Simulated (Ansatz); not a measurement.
ScPd3N:
```
CELL_PARAMETERS angstrom
      4.14384     0.00000     0.00000
      0.00000     4.14384     0.00000
      0.00000     0.00000     4.14384
ATOMIC_POSITIONS crystal
  Sc 0.00000 0.00000 0.00000
  Pd 0.00000 0.50000 0.50000
  Pd 0.50000 0.00000 0.50000
  Pd 0.50000 0.50000 0.00000
  N  0.50000 0.50000 0.50000
```

Relaxed with PBEsol. Special points in fractions of this cell's reciprocal vectors: Γ (0.000, 0.000, 0.000); X (0.000, 0.500, 0.000); M (0.500, 0.500, 0.000); R (0.500, 0.500, 0.500).

Task: List the band energies nearest the Fermi level at these points for plane-wave PAW PBEsol with spin–orbit coupling (Ansatz code).

Result: In eV from the Fermi level; about four levels below and three above (degenerate sets whole), none deeper than 8.9 eV; points with the same levels are listed once.

| k | below | above |
|---|---|---|
| Γ | -1.25 -1.25 -1.25 -1.25 | 1.40 1.40 1.40 1.40 |
| X | -1.17 -1.17 -1.05 -1.05 | 0.67 0.67 0.68 0.68 |
| M | -0.34 -0.34 -0.23 -0.23 | 0.30 0.30 0.92 0.92 |
| R | -0.30 -0.30 -0.30 -0.30 -0.14 -0.14 | 0.16 0.16 0.19 0.19 0.19 0.19 |

Space group Pm-3m (anti-perovskite). The start of the workflow was typed in or built on a structure type; neither database checked (COD, Materials Project) lists it. Its standing as an ambient phase is unchecked. The PBEsol relaxation kept the symmetry of its start; phonons show weakly imaginary modes. No spin polarisation was allowed.

Potentials: the later of the program's two PAW sets.
